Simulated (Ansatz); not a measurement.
The calculation used DFT PBE, scalar-relativistic, plane waves, PAW in Ansatz. All cells share a 420 eV cutoff and Γ-centred k meshes spaced about 0.3 Å⁻¹ or finer (0.25 for metals, 2π included). No spin polarisation.

Temperature and zero-point effects are left out.

Two relaxed structures of P4C:

1.

```xyz
10
Lattice="13.0874 -1.5583 0.0000 13.0874 1.5583 0.0000 -0.7589 0.0000 5.4910" Properties=species:S:1:pos:R:3 pbc="T T T"
P     0.6232    0.0000    4.4070
P    24.7927    0.0000    1.0841
P     3.1813    0.0000    0.2963
P    16.5814    0.0000    4.6161
P    19.0826    0.0000    0.5740
P    22.2345    0.0000    5.1947
P     8.8345    0.0000    0.8749
P     6.3333    0.0000    4.9171
C    12.5241    0.0000    0.3770
C    12.8918    0.0000    5.1140
```

2.

```xyz
5
Lattice="-2.4967 2.5273 3.3320 2.4967 -2.5273 3.3320 2.4967 2.5273 -3.3320" Properties=species:S:1:pos:R:3 pbc="T T T"
P     0.0000    0.0000    4.9936
P     0.0000    0.0000    1.6704
P     2.4967    0.0000    1.1144
P     0.0000    2.5273    2.2176
C     0.0000    0.0000    0.0000
```

Task: Which would you expect to be lower, and how large is the difference?

Result: Cell 1 is lower, by 0.46 eV/atom. Cell 1 has space group C2/m (No. 12), 22.4 Å³/atom and a gap of 1.31 eV on its mesh; cell 2 has space group Immm (No. 71), 16.8 Å³/atom and no gap. Cell 1 holds P–P chains (shortest 2.22 Å) and C–C pairs (shortest 1.36 Å); cell 2 holds P–P pairs (shortest 2.23 Å). Even the lower one lies +0.22 eV/atom against the reference forms of the elements (uncorrected), so neither is stable at this level. In cell 1, around P on its first site lie 2 C at 1.90 Å and 1 P at 2.27 Å; P on its second site is surrounded by 3 P at 2.22–2.27 Å; C has 1 C at 1.36 Å and 2 P at 1.90 Å; 2 more sites not described. In cell 2, P on its first site is surrounded by 1 C at 1.67 Å and 4 P at 2.56–2.59 Å; P on its second site is surrounded by 1 P at 2.23 Å, 4 P at 2.56–2.59 Å and 2 C at 2.73 Å; C has 2 P at 1.67 Å and 4 P at 2.73 Å. Both come from trial cells of a structure search.

Weakly bound directions are ill-defined at this level, which has no dispersion term (C2/m), and this can change margins and order among such cells. Kohn–Sham gaps at this level usually fall short of measured ones. Trial moments fell under 0.15 μB along the way in Immm; another start might hold them. With atoms moved at random, cell 1 came back. Cell 2 had no clear such test and can be a saddle point.
